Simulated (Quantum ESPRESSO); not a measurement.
# Al3SiN3C: a curve over strain

Simulated, not a measurement. The program is pw.x of Quantum ESPRESSO 7.5 (plane-wave density functional theory). The cell is made up: 8 atoms on a wurtzite lattice, with randomly drawn elements, strain and displacements, not relaxed. PseudoDojo standard norm-conserving files (v0.5 for PBE, v0.4.1 for LDA and PBEsol) set the functional; there is no spin polarisation, spin-orbit coupling or dispersion term, and the masses in the input are unused placeholders.

Seven runs add a strain to one cell (shear xy, as the tensor component); the atoms follow the cell and are not relaxed. Stress in the table is positive in tension.

Input of the run at -0.0016:

```
&control calculation='scf', pseudo_dir='./dojo.nc.sr.pbe.v0_5.standard.upf', outdir='./o', disk_io='medium', tprnfor=.true., tstress=.true. /
&system ibrav=0, nat=8, ntyp=4, nbnd=22, ecutwfc=84.00895049, nosym=.true., tot_charge=0,
 occupations='smearing', smearing='fd', degauss=0.0018374661
/
&electrons conv_thr=7.350e-09, electron_maxstep=60, /
ATOMIC_SPECIES
Al 1.0 Al.upf
C 1.0 C.upf
N 1.0 N.upf
Si 1.0 Si.upf
CELL_PARAMETERS angstrom
3.0318 -0.0097 0.0168
-0.0167 5.321 0.0601
0.0274 0.0567 4.9622
ATOMIC_POSITIONS angstrom
Al -0.0021 -0.1674 -0.1831
Al 1.5357 2.7867 -0.0155
Si 1.4709 0.9825 2.3921
Al -0.0458 3.5378 2.5505
N 0.0954 -0.0935 1.6658
N 1.3732 2.6537 1.8832
C 1.4213 1.0459 4.3775
N 0.0993 3.6495 4.374
K_POINTS automatic
6 4 4 1 1 1
```

| added strain | free energy less that of the input shown (eV) | stress xx (GPa) | stress yy (GPa) | stress zz (GPa) | stress xy (GPa) | pressure (GPa) | next band up at Gamma (eV) | iterations |
| --- | --- | --- | --- | --- | --- | --- | --- | --- |
| -0.0243 | 0.0813 | -19.49 | -32.00 | -10.56 | -7.31 | 20.69 | 1.154 | 13 |
| -0.0209 | 0.0564 | -19.30 | -31.75 | -10.56 | -6.09 | 20.54 | 1.131 | 13 |
| -0.0083 | 0.0036 | -18.82 | -31.07 | -10.60 | -1.60 | 20.16 | 1.042 | 13 |
| -0.0016 | 0.0000 | -18.68 | -30.89 | -10.62 | 0.76 | 20.06 | 0.992 | 13 |
| +0.0080 | 0.0246 | -18.63 | -30.83 | -10.66 | 4.15 | 20.04 | 0.920 | 13 |
| +0.0143 | 0.0586 | -18.71 | -30.90 | -10.69 | 6.36 | 20.10 | 0.872 | 12 |
| +0.0181 | 0.0869 | -18.79 | -30.99 | -10.71 | 7.69 | 20.17 | 0.843 | 12 |

A cubic fit gives a slope of stress xy against the added strain of 353 GPa at zero added strain, with the atoms clamped. Across the table the free energy follows the integral of the stress to within 0.5 meV. A rerun of one of the cells at 1437 eV and a 8 x 6 x 6 mesh moved values by no more than 0.002 eV in energy, 0.05 GPa in stress and 0.012 eV/Å in force. The band column is the level of band 17 at Gamma less that of band 16, whose number is half the electron count, rounded up; it comes from a band step after each run.